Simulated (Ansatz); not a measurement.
With PBEsol (plane waves, PAW; program Ansatz), Os in the diamond structure (Fd-3m) relaxes to a = 5.501 Å. Os has 4 nearest neighbours from 2.38 Å (tetrahedral).

Electronic character: metallic (no gap). Gap from PBEsol with spin–orbit coupling: none (metallic).

The bulk modulus is 223 GPa. The relaxed-ion elastic constants in GPa are C11 = 230, C12 = 221, C44 = 9.4. The elastic constants imply a Debye temperature near 84.6 K. The highest mode at Γ lies at 245 cm⁻¹.

The start of the workflow was typed in or built on a structure type; neither database checked (COD, Materials Project) lists it. It is not the phase usual at ambient conditions (space group No. 194). The PBEsol relaxation kept the symmetry of its start; its stability against distortions is not shown here. No spin polarisation was allowed. As this level gives no gap, shear constants depend on the k-mesh and smearing (Fermi–Dirac, 0.1 eV here). As this level gives no gap, phonon frequencies hold no LO–TO term and depend on the k-mesh and smearing (Fermi–Dirac, 0.1 eV here). Spin–orbit coupling is left out wherever it is not named.

Potentials: the earlier of the program's two PAW sets. The files were generated under PBE; for other functionals the program regenerates the frozen cores, and for LDA and PBEsol the local potential too.
